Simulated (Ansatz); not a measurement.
YGe2Ru2:
```cif
data_Ge2Ru2Y
_chemical_formula_sum 'Y1 Ge2 Ru2'
_space_group_name_H-M_alt 'P 1'
_space_group_IT_number 1
_cell_length_a 5.74441
_cell_length_b 5.74441
_cell_length_c 5.74441
_cell_angle_alpha 136.638
_cell_angle_beta 136.638
_cell_angle_gamma 62.995
loop_
_space_group_symop_operation_xyz
  'x, y, z'
loop_
_atom_site_label
_atom_site_type_symbol
_atom_site_fract_x
_atom_site_fract_y
_atom_site_fract_z
_atom_site_occupancy
Y1 Y 0.00000 0.00000 0.00000 1
Ge1 Ge 0.63127 0.63127 0.00000 1
Ge2 Ge 0.36873 0.36873 0.00000 1
Ru1 Ru 0.75000 0.25000 0.50000 1
Ru2 Ru 0.25000 0.75000 0.50000 1
```

Relaxed with r²SCAN.

Which orbitals make up the states near the Fermi level in the program Ansatz at the r²SCAN level (PAW)?

Within 0.5 eV of the Fermi level: Ru 4d 57 %, Y 4d 21 %, Ge 4p 13 %. Projections are on Löwdin-orthogonalised atomic valence shells; empty p or d shells of many metals are not among them.

Tabulate the density of states.

States/eV per cell of 5 atoms, in 0.25 eV bins, energy from the Fermi level.

```tsv
E (eV)	total	Ru 4d	Y 4d	Ge 4p
-7.85	0.29	0.05	0.00	0.02
-7.60	0.00	0.00	0.00	0.00
-7.35	0.00	0.00	0.00	0.00
-7.10	0.00	0.00	0.00	0.00
-6.85	0.00	0.00	0.00	0.00
-6.60	0.00	0.00	0.00	0.00
-6.35	0.00	0.00	0.00	0.00
-6.10	0.00	0.00	0.00	0.00
-5.85	0.00	0.00	0.00	0.00
-5.60	0.54	0.19	0.04	0.25
-5.35	2.55	0.85	0.12	1.20
-5.10	3.29	1.01	0.17	1.56
-4.85	2.53	0.80	0.14	1.18
-4.60	2.45	1.00	0.13	1.02
-4.35	2.97	1.32	0.15	1.23
-4.10	3.28	1.79	0.18	1.15
-3.85	4.55	2.29	0.29	1.77
-3.60	1.86	0.86	0.13	0.76
-3.35	5.15	2.68	0.41	1.76
-3.10	6.81	4.01	0.46	1.98
-2.85	6.13	4.20	0.36	1.19
-2.60	5.28	3.64	0.32	0.93
-2.35	2.64	1.77	0.13	0.55
-2.10	4.86	3.55	0.27	0.74
-1.85	4.97	3.61	0.32	0.75
-1.60	5.03	3.74	0.40	0.65
-1.35	6.15	4.96	0.48	0.47
-1.10	5.76	4.67	0.41	0.46
-0.85	5.24	4.08	0.38	0.54
-0.60	4.47	3.58	0.33	0.35
-0.35	2.85	1.99	0.39	0.30
-0.10	2.82	1.65	0.58	0.35
0.15	1.99	0.90	0.57	0.29
0.40	1.68	0.71	0.49	0.25
0.65	1.52	0.62	0.43	0.24
0.90	1.49	0.61	0.42	0.24
1.15	2.15	0.90	0.70	0.34
1.40	2.65	1.43	0.71	0.34
1.65	3.28	1.77	0.81	0.51
1.90	4.49	2.54	0.97	0.67
2.15	2.73	1.06	0.93	0.44
2.40	2.14	0.64	0.94	0.33
2.65	1.88	0.41	1.07	0.23
2.90	2.00	0.28	1.34	0.18
3.15	2.71	0.35	1.65	0.23
3.40	4.15	0.42	2.60	0.35
3.65	3.36	0.27	2.22	0.25
3.90	3.91	0.36	2.52	0.34
4.15	4.95	0.48	3.04	0.59
4.40	3.47	0.39	1.74	0.68
4.65	2.34	0.31	0.86	0.63
```

Space group I4/mmm. The workflow started from a Materials Project entry (that database holds measured and hypothetical structures alike); the Crystallography Open Database files this formula in space group No. 139, but the cells were not matched. Whether it is the stable phase at ambient conditions was not checked. The cell was relaxed with r²SCAN under the symmetry of its start; whether a distortion lowers the energy is not shown. No spin polarisation was allowed. Scalar-relativistic: spin–orbit coupling is off unless named, which matters more the heavier the elements.

Potentials: the earlier of the program's two PAW sets.
